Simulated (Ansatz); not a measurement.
SrAg$_{4}$Sb$_{2}$ in space group R-3m (No. 166; Sr on 3a, Ag on 6c, Ag on 6c, Sb on 6c) at seven volumes, plane-wave PAW r²SCAN (Ansatz code), shape and atoms relaxed at each. One row is withheld.

```
V (Å³/atom)  P (GPa)
-----------  -------
21.452             ?
22.159          3.98
22.866          1.82
23.573          0.00
24.280         -1.54
24.988         -2.80
25.695         -3.86
```

### Question
Fit the shown pressures and predict the withheld one.

### Answer
P = (3/2)B₀(x^(7/2) − x^(5/2))[1 + (3/4)(B′ − 4)(x − 1)] with x = (V₀/V)^(2/3). Least squares on the six rows gives V₀ = 23.571 Å³/atom, B₀ = 55.4 GPa, B′ = 4.94. At V = 21.452, x = 1.0648 and P = 6.59 GPa. The run itself gave 6.56 GPa.

The workflow started from an entry of the Crystallography Open Database (COD, 295 K). Whether it is the stable phase at ambient conditions was not checked. Symmetry was held in the r²SCAN relaxation; whether a distortion lowers the energy is not shown. No spin polarisation was allowed. Spin–orbit coupling is left out wherever it is not named.

Potentials: the later of the program's two PAW sets.
